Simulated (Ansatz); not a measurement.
## Ga3AsP2: stable or not

The cell was found from a structure generator's guess, not taken from experiment.

Theory: DFT PBE, scalar-relativistic, plane waves, PAW in Ansatz 0.2.0. Cutoff 420 eV, Γ-centred 12×12×2 mesh (12-atom cell), Gaussian smearing of 0.02 eV, no spin polarisation.

```
CELL_PARAMETERS angstrom
3.93589 0.00000 0.00000
-1.96794 3.40858 0.00000
0.00000 0.00000 19.46994
ATOMIC_POSITIONS crystal
Ga 0.33333 0.66667 0.32996
Ga 0.33333 0.66667 0.66665
Ga 0.33333 0.66667 0.00347
Ga 0.66667 0.33333 0.16665
Ga 0.66667 0.33333 0.50347
Ga 0.66667 0.33333 0.82996
P 0.33333 0.66667 0.12631
P 0.33333 0.66667 0.78988
P 0.66667 0.33333 0.28988
P 0.66667 0.33333 0.62631
As 0.33333 0.66667 0.45773
As 0.66667 0.33333 0.95773
```

Energies over the elements count from the elements' standard structures at the same level, with no fitted energy shifts. The references include black phosphorus.

Q: These tests were run: energy against the elements; random kick, then relaxation without symmetry; phonons on a 2×2×1 q mesh. What do they show?

A:

```csv
test,result
energy against the elements,−0.386 eV/atom
"random kick, then relaxation without symmetry",returns
phonons on a 2×2×1 q mesh,no imaginary mode on the mesh
```

It fails none of these tests. Other phases of the system weren't compared here, so this isn't yet thermodynamic stability.

The reference forms of As and P are held partly by dispersion forces, which this level lacks. The kick test ran on a coarse mesh. The run for the phonons used a 12×12×2 k mesh.
